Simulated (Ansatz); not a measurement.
Input file for Ansatz (an electronic-structure program):

Ansatz 0.2 input:
```yaml
crystal:
  lattice:
    - [0.0, 2.6068029469, 2.6068029469]
    - [2.6068029469, 0.0, 2.6068029469]
    - [2.6068029469, 2.6068029469, 0.0]
  atoms:
    - { symbol: Pd, position: [0.0, 0.0, 0.0] }
    - { symbol: Mo, position: [0.5, 0.5, 0.5] }
kpoints:
  mp_grid: { grid: [10, 10, 10] }
  band_path:
    path:
      - [[0.0, 0.0, 0.0], [0.5, 0.0, 0.5], [0.625, 0.25, 0.625]]  # Γ-X-U
      - [[0.375, 0.375, 0.75], [0.0, 0.0, 0.0], [0.5, 0.5, 0.5], [0.5, 0.25, 0.75], [0.5, 0.0, 0.5]]  # K-Γ-L-W-X
    npoints: 12
basis: { xc_grid: 2 }
hamiltonian:
  xc: pbe
  pseudopotentials: { kind: paw }
magnetization: { noncollinear: true, spin_orbit: true }
scf:
  n_extra_bands: 12
  convergence: { dr2_threshold: 0.0000000001 }
  occupations: { method: gaussian, width: 0.05 }
output: { eigenvalues: true }
```

Output (shortened):

```
Pseudopotential: Pd, paw_fr, valence charge 18
Pseudopotential: Mo, paw_fr, valence charge 14
Functional definition: PBE
non-collinear run that drives no moment, with spin-orbit …
Crystal: 2 atoms, lattice volume = 35.429 Å³
Basis set: ecut = 420 eV, 701 PW (Γ), exchange–correlation on 50×50×50 points (8 copies of the dense FFT grid, shifted against one another)
Bands: 44, of which v1, the nominal top of the filled ones, is band 32 counted from 1 (31 counted from 0)
Symmetry: 48 space group operations + 48 with time reversal
k-points: 47 of 1000
Projection manifold: j_resolved (fully-relativistic pseudo-atomic orbitals)
SCF iter   1: F=—  HF=-11932.617601 eV  |F-HF|=—  |Δ(HF+E_count)|=         —  Δρ=1.88e-1  dr2=1.66e1  dr2_m=0.00e0 (ungated)  ethr=3.10e-3  |M|=0.00e0 ∫|m|=0.00e0 μB  |m|>n=0.0e0 m-floor=0.0e0 τ_xc=0.0e0  β_m=0.30  ⟨swp⟩=7.7  Hψ=5023  notcnv=0  defer=24
preconditioner: auto → Kerker (q_TF=auto, 2.682 Å⁻¹)
spin=Noncollinear: Kerker preconditioning applied to the charge; magnetization (m_x, m_y, m_z) channels mix plain (no charge-response kernel on spin).
SCF iter   2: F=—  HF=-11930.515044 eV  |F-HF|=—  |Δ(HF+E_count)|=    2.10e0  Δρ=7.47e-2  dr2=2.11e0  dr2_m=0.00e0 (ungated)  ethr=3.10e-3  |M|=0.00e0 ∫|m|=0.00e0 μB  |m|>n=0.0e0 m-floor=0.0e0 τ_xc=0.0e0  β_m=0.33  ⟨swp⟩=2.1  Hψ=2048  notcnv=0  defer=246
SCF iter   3: F=—  HF=-11930.147512 eV  |F-HF|=—  |Δ(HF+E_count)|=   3.68e-1  Δρ=4.91e-2  dr2=8.69e-1  dr2_m=0.00e0 (ungated)  ethr=3.10e-3  |M|=0.00e0 ∫|m|=0.00e0 μB  |m|>n=0.0e0 m-floor=0.0e0 τ_xc=0.0e0  β_m=0.62  ⟨swp⟩=2.0  Hψ=1380  notcnv=0  defer=256
SCF iter   4: F=—  HF=-11929.917396 eV  |F-HF|=—  |Δ(HF+E_count)|=   2.30e-1  Δρ=9.02e-3  dr2=2.36e-2  dr2_m=0.00e0 (ungated)  ethr=2.71e-3  |M|=0.00e0 ∫|m|=0.00e0 μB  |m|>n=0.0e0 m-floor=0.0e0 τ_xc=0.0e0  β_m=0.81  ⟨swp⟩=2.0  Hψ=1417  notcnv=0  defer=256
SCF iter   5: F=—  HF=-11929.917451 eV  |F-HF|=—  |Δ(HF+E_count)|=   5.56e-5  Δρ=1.91e-3  dr2=1.58e-3  dr2_m=0.00e0 (ungated)  ethr=7.39e-5  |M|=0.00e0 ∫|m|=0.00e0 μB  |m|>n=0.0e0 m-floor=0.0e0 τ_xc=0.0e0  β_m=0.90  ⟨swp⟩=2.3  Hψ=1541  notcnv=0  defer=256
SCF iter   6: F=—  HF=-11929.917496 eV  |F-HF|=—  |Δ(HF+E_count)|=   4.47e-5  Δρ=5.76e-4  dr2=8.72e-5  dr2_m=0.00e0 (ungated)  ethr=4.92e-6  |M|=0.00e0 ∫|m|=0.00e0 μB  |m|>n=0.0e0 m-floor=0.0e0 τ_xc=0.0e0  β_m=0.95  ⟨swp⟩=1.9  Hψ=1060  notcnv=0  defer=256
SCF iter   7: F=—  HF=-11929.917528 eV  |F-HF|=—  |Δ(HF+E_count)|=   3.23e-5  Δρ=1.09e-4  dr2=3.32e-6  dr2_m=0.00e0 (ungated)  ethr=2.72e-7  |M|=0.00e0 ∫|m|=0.00e0 μB  |m|>n=0.0e0 m-floor=0.0e0 τ_xc=0.0e0  β_m=0.98  ⟨swp⟩=2.5  Hψ=1278  notcnv=0  defer=256
SCF iter   8: F=—  HF=-11929.917528 eV  |F-HF|=—  |Δ(HF+E_count)|=   2.91e-7  Δρ=2.04e-5  dr2=1.02e-7  dr2_m=0.00e0 (ungated)  ethr=1.04e-8  |M|=0.00e0 ∫|m|=0.00e0 μB  |m|>n=0.0e0 m-floor=0.0e0 τ_xc=0.0e0  β_m=0.99  ⟨swp⟩=2.0  Hψ=1263  notcnv=0  defer=256
SCF iter  10: F=-11929.917528 eV  HF=-11929.917528 eV  |F-HF|=1.82e-12  |Δ(HF+E_count)|=  5.51e-10  Δρ=4.88e-7  dr2=5.59e-11  dr2_m=0.00e0 (ungated)  ethr=1.00e-12  |M|=0.00e0 ∫|m|=0.00e0 μB  |m|>n=0.0e0 m-floor=0.0e0 τ_xc=0.0e0  ⟨swp⟩=7.8  Hψ=3984  notcnv=0
SCF 1 converged in 10 iterations: F = -11929.917528 eV  dr2 = 5.59e-11
NSCF: frozen V_eff on 74 k-points
SCF converged after 10 iterations
Magnetization: |M| = 0.0000 μB,  M = (+0.0000, +0.0000, +0.0000) μB
Absolute magnetization: 0.0000 μB (∫|m|)
  site 0: m = (+0.0000, +0.0000, +0.0000) μB, |m| = 0.0000 μB  (R = 1.08 Å)
  site 1: m = (+0.0000, +0.0000, +0.0000) μB, |m| = 0.0000 μB  (R = 1.08 Å)
Free energy (F): -11929.917528 eV
Harris-Foulkes:  -11929.917528 eV  (|F-HF|=1.82e-12)
Internal energy: -11929.913941 eV  (E = F + TS)
E sigma→0 (E₀):  -11929.915735 eV
Entropy (-TS):   -0.003587 eV (-1.794 meV/atom)
Fermi energy:    17.484671 eV
--- Per-component energies (eV) ---
  E_band       = -306.452715
  E_kinetic    = 952.220181
  E_local      = -3064.333826  (includes V_loc(G=0)·N_el)
  E_nonlocal   = 357.260546
  E_hartree    = 1179.811930
  E_xc         = -350.745561
  E_vxc        = -438.700941  (∫ρ·V_xc dr)
  E_paw        = -6953.260021  (= ΣΔE_a)
  E_vpaw       = -472.522940  (= ΣTr[D̂ρ^β])
  E_aug_tail   = 0.000244  (compensation charges beyond the density's cutoff)
  E_ewald      = -4050.867434
  E_smearing   = -0.003587  (= −TS)
  E_closure    = 0.000000  (closes the sum)
  Σ components = -11929.917528   (vs F -11929.917528, Δ=0.00e0)
  [band-id]    e_kinetic+e_local+e_nonlocal+2·e_hartree+e_vxc+e_vpaw+e_augmentation_tail = -306.452876   (vs E_band -306.452715, Δ=-1.61e-4)
--- Band table (eV; the first three rows and the last of 47) ---
  k-point 0: bands = ["-67.8085", "-67.8085", "-43.9533", "-43.9533", "-36.6319", "-36.6319", "-32.1576", "-32.1576", "-32.1576", "-32.1576", "-19.6969", "-19.6969", "-17.1828", "-17.1828", "-17.1828", "-17.1828", "10.5829", "10.5829", "12.0796", "12.0796", …
  k-point 1: bands = ["-67.8084", "-67.8084", "-43.9531", "-43.9531", "-36.6319", "-36.6319", "-32.1579", "-32.1579", "-32.1577", "-32.1577", "-19.7008", "-19.7008", "-17.1908", "-17.1908", "-17.1861", "-17.1861", "10.7956", "10.7956", "12.1837", "12.1837", …
  k-point 2: bands = ["-67.8082", "-67.8082", "-43.9526", "-43.9526", "-36.6320", "-36.6320", "-32.1587", "-32.1587", "-32.1579", "-32.1579", "-19.7113", "-19.7113", "-17.2114", "-17.2114", "-17.1947", "-17.1947", "11.4040", "11.4040", "12.4775", "12.4775", …
  k-point 46: bands = ["-67.8075", "-67.8075", "-43.9471", "-43.9471", "-36.6371", "-36.6371", "-32.1712", "-32.1712", "-32.1631", "-32.1631", "-19.7317", "-19.7317", "-17.2429", "-17.2429", "-17.2318", "-17.2318", "12.4487", "12.4487", "12.8157", "12.8157", …
```

Cost: roughly 30 core-seconds on shared cores.

Space group Fm-3m (rock salt). The start of the workflow was typed in or built on a structure type; neither database checked (COD, Materials Project) lists it. Its standing as an ambient phase is unchecked. The PBE relaxation kept the symmetry of its start; its stability against distortions is not shown here. No spin polarisation was allowed. The volume moved by 17 % from the start of the relaxation. Its formation energy is positive at this level, so the cell may be metastable or incomplete.

Potentials: the later of the program's two PAW sets.

Ansatz is a plane-wave DFT program.
